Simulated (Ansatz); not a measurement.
ZrCu₅:
Space group F-43m (No. 216); a = b = c = 6.825 Å, α = β = γ = 90.00°

| atom | site | symmetry | x | y | z |
|---|---|---|---|---|---|
| Cu | 4c | -43m | 0.2500 | 0.2500 | 0.2500 |
| Cu | 16e | .3m | 0.6241 | 0.6241 | 0.6241 |
| Zr | 4a | -43m | 0.0000 | 0.0000 | 0.0000 |
(The calculation used a cell of 6 atoms; values per cell refer to that cell.)

Relaxed with r²SCAN.

Q: Which orbitals make up the states near the Fermi level in the program Ansatz at the r²SCAN level (PAW)?

A: Within 0.5 eV of the Fermi level: Zr 4d 34 %, Cu 3d 22 %, Cu 4s 15 %, Zr 5s 7 %, outside the projected shells 22 %. Projections are on Löwdin-orthogonalised atomic valence shells; empty p or d shells of many metals are not among them.

Q: Tabulate the density of states.

A: States/eV per cell of 6 atoms, in 0.25 eV bins, energy from the Fermi level.

```
E (eV)  total  Cu 3d  Zr 4d  Cu 4s
------  -----  -----  -----  -----
-7.85    0.67   0.04   0.01   0.52
-7.60    0.79   0.06   0.02   0.60
-7.35    1.02   0.10   0.03   0.78
-7.10    1.16   0.14   0.05   0.86
-6.85    1.03   0.15   0.07   0.75
-6.60    0.95   0.16   0.09   0.65
-6.35    0.62   0.09   0.07   0.38
-6.10    1.60   0.33   0.18   0.93
-5.85    2.57   0.75   0.33   1.32
-5.60    3.65   2.10   0.40   0.99
-5.35    4.00   2.19   0.53   1.13
-5.10    4.46   3.30   0.45   0.63
-4.85   10.04   8.12   0.62   0.67
-4.60    9.21   7.96   0.37   0.58
-4.35    7.63   7.00   0.28   0.26
-4.10   22.99  21.87   0.48   0.41
-3.85   17.45  16.02   0.61   0.53
-3.60   20.79  18.74   0.93   0.68
-3.35   14.20  12.92   0.47   0.45
-3.10    9.95   9.32   0.22   0.24
-2.85   21.24  20.33   0.48   0.26
-2.60   24.47  23.75   0.36   0.23
-2.35   21.53  20.46   0.41   0.49
-2.10    8.16   6.89   0.54   0.58
-1.85    7.58   6.02   0.65   0.72
-1.60    1.62   0.88   0.29   0.32
-1.35    1.37   0.62   0.29   0.27
-1.10    1.88   0.71   0.55   0.27
-0.85    2.59   0.90   0.79   0.36
-0.60    3.69   1.19   1.16   0.55
-0.35    1.88   0.55   0.54   0.34
-0.10    3.56   0.80   0.98   0.70
0.15     3.01   0.52   1.11   0.34
0.40     0.90   0.15   0.52   0.06
0.65     1.01   0.19   0.66   0.04
0.90     1.95   0.35   1.19   0.12
1.15     4.50   0.70   2.85   0.29
1.40     6.79   0.87   4.59   0.28
1.65     1.92   0.22   1.38   0.09
1.90     4.00   0.39   2.55   0.43
2.15     4.01   0.34   1.92   0.65
2.40     3.15   0.23   1.31   0.53
2.65     2.90   0.20   1.21   0.53
2.90     2.62   0.16   0.99   0.49
3.15     2.24   0.13   0.75   0.41
3.40     1.83   0.10   0.54   0.34
3.65     1.60   0.08   0.45   0.29
3.90     0.98   0.04   0.15   0.15
4.15     0.11   0.00   0.01   0.01
4.40     0.04   0.00   0.00   0.03
4.65     0.70   0.02   0.05   0.50
```

The workflow started from an entry of the Crystallography Open Database (COD). Whether it is the stable phase at ambient conditions was not checked. Symmetry was held in the r²SCAN relaxation; whether a distortion lowers the energy is not shown. No spin polarisation was allowed. Scalar-relativistic: spin–orbit coupling is off unless named, which matters more the heavier the elements.

Potentials: the later of the program's two PAW sets.
